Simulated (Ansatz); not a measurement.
Consider the following.

BN:
```yaml
crystal:
  lattice:
    - [1.25036, 0.72190, 3.43024]
    - [-1.25036, 0.72190, 3.43024]
    - [0.00000, -1.44380, 3.43024]
  atoms:
    - { symbol: B, position: [0.83341, 0.83341, 0.83341] }
    - { symbol: N, position: [0.16659, 0.16659, 0.16659] }
```

This is the r²SCAN-relaxed structure. x, y and z are the axes in which the lattice vectors are written.

**Question.** All from r²SCAN (plane waves, PAW; program Ansatz), unless another level is named. Give the electron effective mass.

**Answer.** 0.23, 0.98, 2.5 mₑ (principal values).

**Question.** Predict the band gap.

**Answer.** 4.79 eV (indirect).

**Question.** What about the smallest direct gap on the standard path?

**Answer.** 5.34 eV.

**Question.** What about the weight of the valence-edge state by species (Voronoi cells)?

**Answer.** N 89 %, B 11 %.

**Question.** Give the valence-band maximum.

**Answer.** off the standard path, at k = (-0.010, 0.302, -0.328).

Space group R3m. A made-up cell: these elements were put on the sites of a structure type; the Crystallography Open Database copy checked does not list it. It is not the phase usual at ambient conditions (space group No. 186, 194, 216). The r²SCAN relaxation kept the symmetry of its start; whether a distortion lowers the energy is not shown. The volume moved by 69 % from the start of the relaxation.

Potentials: the later of the program's two PAW sets.
